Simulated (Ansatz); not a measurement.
InS:
```cif
data_In4S4
_chemical_formula_sum 'In4 S4'
_space_group_name_H-M_alt 'P 1'
_space_group_IT_number 1
_cell_length_a 4.37733
_cell_length_b 10.68074
_cell_length_c 3.95041
_cell_angle_alpha 90.000
_cell_angle_beta 90.000
_cell_angle_gamma 90.000
loop_
_space_group_symop_operation_xyz
  'x, y, z'
loop_
_atom_site_label
_atom_site_type_symbol
_atom_site_fract_x
_atom_site_fract_y
_atom_site_fract_z
_atom_site_occupancy
In1 In 0.37994 0.62011 0.50000 1
In2 In 0.62006 0.37989 0.50000 1
In3 In 0.87994 0.87989 0.00000 1
In4 In 0.12006 0.12011 0.00000 1
S1 S 0.51014 0.84962 0.50000 1
S2 S 0.48986 0.15038 0.50000 1
S3 S 0.01014 0.65038 0.00000 1
S4 S 0.98986 0.34962 0.00000 1
```

Relaxed with PBEsol.

Tabulate the valence density and the electron localisation function along the shortest In–S contact (2.52 Å), the program Ansatz at the PBEsol level (PAW).



```
distance from In (Å)  density (e/Å³)   ELF
--------------------  --------------  ----
0.25                           10.08  0.00
0.38                            7.41  0.01
0.50                            4.89  0.06
0.63                            2.90  0.15
0.76                            1.58  0.21
0.88                            0.86  0.22
1.01                            0.56  0.20
1.13                            0.46  0.26
1.26                            0.45  0.46
1.38                            0.52  0.69
1.51                            0.65  0.83
1.64                            0.83  0.87
1.76                            1.03  0.87
1.89                            1.17  0.82
2.01                            1.14  0.67
2.14                            0.89  0.35
2.27                            0.49  0.08
```

The density is the valence pseudo-density with augmentation charge, so density and ELF within about 1 Å of a nucleus are not all-electron values.

Space group Pnnm. The first step of the workflow began from a Materials Project structure, measured or hypothetical; the Crystallography Open Database files this formula in space group No. 58, but the cells were not matched. Whether it is the stable phase at ambient conditions was not checked. The cell was relaxed with PBEsol under the symmetry of its start; whether a distortion lowers the energy is not shown.

Potentials: the later of the program's two PAW sets.
